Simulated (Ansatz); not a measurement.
# Kick test of a cell of Si4NiPt3

The cell was found from a structure generator's guess, not taken from experiment.

All numbers below come from Ansatz, DFT PBE, scalar-relativistic, plane waves, PAW. Cutoff 420 eV; k points 8×8×8 on the computed 8-atom cell (Γ-centred); Gaussian smearing, width 0.10 eV; no spin polarisation.

The cell below (8 atoms, space group P4mm (No. 99)) is relaxed within its symmetry.

```
Si Ni Pt
1.0
     4.78470    0.00000    0.00000
     0.00000    4.78470    0.00000
     0.00000    0.00000    4.94292
Si Ni Pt
4 1 3
Direct
  0.00000 0.00000 0.14652
  0.50000 0.50000 0.17038
  0.50000 0.00000 0.83486
  0.00000 0.50000 0.83486
  0.00000 0.00000 0.67339
  0.50000 0.50000 0.68051
  0.50000 0.00000 0.32974
  0.00000 0.50000 0.32974
```

For the test it was strained at random (σ = 1.5 % a component), the atoms were moved at random (σ = 0.10 Å), and all was relaxed again on a coarse 4×4×4 mesh (in the run’s order of axes) with 0.20 eV smearing, with no symmetry imposed.

These runs have no spin–orbit coupling, which can matter for Pt. Trial moments died out on the coarse mesh, so the last step has no spin; another magnetic start might hold.

Task: Does it come back?

Result: It returns, within 1 meV/atom of the unmoved cell on that mesh and with the same symmetry when read at 0.1 Å. So it is stable against the distortions that fit this cell and that this random move excites. Modes that don't fit the cell aren't tested.
